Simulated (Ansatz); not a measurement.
A relaxed cell of CuAu₂Cl₃ is given with its symmetry left out. The cell was found from a structure generator's guess, not taken from experiment.

Level of theory: Ansatz 0.2.0, DFT PBE, scalar-relativistic, plane waves, PAW. Cutoff 420 eV, Γ-centred mesh, Gaussian smearing, no spin polarisation.

```
CELL_PARAMETERS angstrom
3.54049 0.00000 0.00000
-1.77025 3.06615 0.00000
0.00000 0.00000 10.89620
ATOMIC_POSITIONS crystal
Cu 0.00000 0.00000 0.00000
Au 0.33333 0.66667 0.67404
Au 0.66667 0.33333 0.32596
Cl 0.66667 0.33333 0.86677
Cl 0.00000 0.00000 0.50000
Cl 0.33333 0.66667 0.13323
```

The zero of energy is the elements' standard structures at the same level (Cl₂ as a molecule); no fitted shifts are applied.

Task: What space group does it have?

Result: P-3m1 (No. 164). Conventional cell: a = 3.540 Å, c = 10.896 Å. Around Cu lie 6 Cl at 2.51 Å; around Au lie 6 Cl at 2.79–2.93 Å; Cl on a site of symmetry 3m has 3 Cu at 2.51 Å and 3 Au at 2.93 Å; Cl on a site of symmetry -3m has 6 Au at 2.79 Å.

Task: What is its formation energy per atom?

Result: +0.03 eV/atom. The separate elements lie lower, so it is unstable against them.

Task: Is it a metal?

Result: There is no gap on the 12×12×4 mesh, but valence and conduction bands overlap by only 0.30 eV, so at this level it is a semimetal.

Task: From what recipe could a structure generator have reached it?

Result: One such recipe: ordered mixture on the cation sites of rock salt (P-3m1, No. 164). Other recipes can lead to the same cell.

The last run used a 12×12×4 mesh (in the run's order of axes) for its 6-atom cell and Gaussian smearing of 0.10 eV. These runs have no spin–orbit coupling, which can matter for Au. The zero gap may come from the functional, which often closes small gaps, or the cell may be a true semimetal. No Hubbard U is applied to the 3d shell of Cu. A structure relaxed within its symmetry needn't be a true minimum.
